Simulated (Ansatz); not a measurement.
CsCl:
```cif
data_ClCs
_chemical_formula_sum 'Cs1 Cl1'
_space_group_name_H-M_alt 'P 1'
_space_group_IT_number 1
_cell_length_a 3.96936
_cell_length_b 3.96936
_cell_length_c 3.96936
_cell_angle_alpha 90.000
_cell_angle_beta 90.000
_cell_angle_gamma 90.000
loop_
_space_group_symop_operation_xyz
  'x, y, z'
loop_
_atom_site_label
_atom_site_type_symbol
_atom_site_fract_x
_atom_site_fract_y
_atom_site_fract_z
_atom_site_occupancy
Cs1 Cs 0.00000 0.00000 0.00000 1
Cl1 Cl 0.50000 0.50000 0.50000 1
```

Relaxed with plane-wave PAW LDA (Ansatz code). Indices refer to the conventional cell of Pm-3m, a = b = c = 3.969 Å, α = β = γ = 90.00°.

**Question.** Simulate the powder diffraction pattern (neutron, λ = 1.5401 Å; lines above 1 %) up to 2θ = 90°.

**Answer.** Simulated powder pattern, neutron, λ = 1.5401 Å (kinematic, ideal powder, no thermal factors, coherent scattering alone; the 30 strongest lines at most, above 1 %, up to 2θ = 90°):

```csv
2θ (°),d (Å),I/Imax (%),hkl
22.37,3.969,7.5,(100)
31.85,2.807,100,(110)
39.27,2.292,3.5,(111)
45.66,1.985,26,(200)
51.42,1.775,6.6,(210)
56.74,1.620,73,(211)
66.56,1.403,29,(220)
71.18,1.323,5.0,(221)+(300)
75.68,1.255,49,(310)
80.09,1.197,3.5,(311)
84.45,1.146,14,(222)
88.77,1.101,3.2,(320)
```

The cell was relaxed with LDA under the symmetry of its start. Spin–orbit coupling is left out wherever it is not named.

Potentials: the earlier of the program's two PAW sets. The files were generated under PBE; for other functionals the program regenerates the frozen cores, and for LDA and PBEsol the local potential too.
